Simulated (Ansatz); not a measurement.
C (graphite, P6_3/mmc) under volume change, PBE+D3(BJ) in the plane-wave PAW code Ansatz, shape and atoms relaxed at each volume.

```csv
V (Å³/atom),E − E(relaxed) (meV/atom),P (GPa)
8.086,10.0,4.83
8.353,[?],[?]
8.619,0.8,1.08
8.886,0.0,0.01
9.152,0.7,-0.77
9.419,[?],[?]
9.685,4.8,-1.59
```

Q: Some entries are withheld; supply them.

A: 
- 8.353, E − E(relaxed) (meV/atom): 3.9
- 8.353, P (GPa): 2.65
- 9.419, E − E(relaxed) (meV/atom): 2.4
- 9.419, P (GPa): -1.27

Q: What does a third-order Birch–Murnaghan fit give for V₀, B₀ and B′?

A: V₀ = 8.88 Å³/atom, B₀ = 31.3 GPa, B′ = 11.4.

The PBE+D3(BJ) relaxation kept the symmetry of its start.

Potentials: the later of the program's two PAW sets.
